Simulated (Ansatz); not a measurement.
Sc (diamond type), DFT, PBEsol, all-electron LAPW, scalar-relativistic (Ansatz 0.2.0), on 1 thread of Arm Neoverse V2 (shared host).

Command: `ansatz run input.yaml --threads 1 --pin off --max-ram 3584MiB --backend cpu --events-out ev --progress --plain --runs-dir out`

```yaml
crystal:
  lattice:
    - [0.0, 2.3552562421, 2.3552562421]
    - [2.3552562421, 0.0, 2.3552562421]
    - [2.3552562421, 2.3552562421, 0.0]
  atoms:
    - { symbol: Sc, position: [-0.125, -0.125, -0.125] }
    - { symbol: Sc, position: [0.125, 0.125, 0.125] }
kpoints:
  mp_grid: { grid: [13, 13, 13] }
scf:
  occupations: { method: fermi_dirac, width: 0.05 }
hamiltonian:
  xc: pbesol
  pseudopotentials: { kind: all_electron, lapw: { basis_error: 0.0005 } }
output:
  forces: true
  stress: true
  eigenvalues: true
relax:
  f_tol: 0.005
  max_steps: 12
  cell: { p_target: 58.0, stress_tol: 0.03 }
```

Question: How large is the problem that the program sets up?

Answer: 84 irreducible k-points, 609 plane waves at Γ, 23 bands.

Question: About how long does it take?

Answer: 43 s of wall time for 15 SCF iterations over 3 geometries. Times on shared machines scatter by tens of per cent.
